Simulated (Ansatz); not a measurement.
**TiC under strain: Field gradients at the nuclei**

The cell is a structure deposited in the COD, relaxed with PBE at fixed cell and then changed (z stretched by 2 %, ions relaxed).

```
Ti C
1.0
     0.00000    2.16400    2.20728
     2.16400    0.00000    2.20728
     2.16400    2.16400    0.00000
Ti C
1 1
Direct
  0.00000 0.00000 0.00000
  0.50000 0.50000 0.50000
```

Atom numbers follow the list; atoms alike are taken as one site, whose name carries the number of the first.

The numbers come from a DFT calculation in Ansatz (PBE, plane waves and PAW, scalar-relativistic, 420 eV cutoff, Γ-centred 18×18×18 k-points, Fermi–Dirac smearing 0.05 eV).

Conventions: |V_zz| ≥ |V_yy| ≥ |V_xx|, η = (V_xx − V_yy)/V_zz, C_Q = eQV_zz/h.

⁴⁷Ti: I = 5/2, Q = 302.0 mb. Q values from Pyykkö, Mol. Phys. 116, 1328 (2018).

Question: Which values are expected at the nuclei?

Answer: 

```json
{"site": "Ti", "atoms (order as listed)": "1", "first shell": "6 C at 2.16–2.21 Å", "V_xx, V_yy, V_zz (10²¹ V/m²)": "-0.84, -0.84, 1.67", "η": "0.00", "C_Q (MHz)": "12.2"}
{"site": "C", "atoms (order as listed)": "2", "first shell": "6 Ti at 2.16–2.21 Å", "V_xx, V_yy, V_zz (10²¹ V/m²)": "-0.13, -0.13, 0.25", "η": "0.00", "C_Q (MHz)": "–"}
```

An axis of threefold or higher order runs through Ti and C, so V_zz lies along it and η is zero.

C has no stable isotope with a ground-state quadrupole moment in the table, so no C_Q is given.

The run finds no gap above 0.1 eV (a metal, or nearly one), so the gradients can move by 10 % or more with the k-mesh.
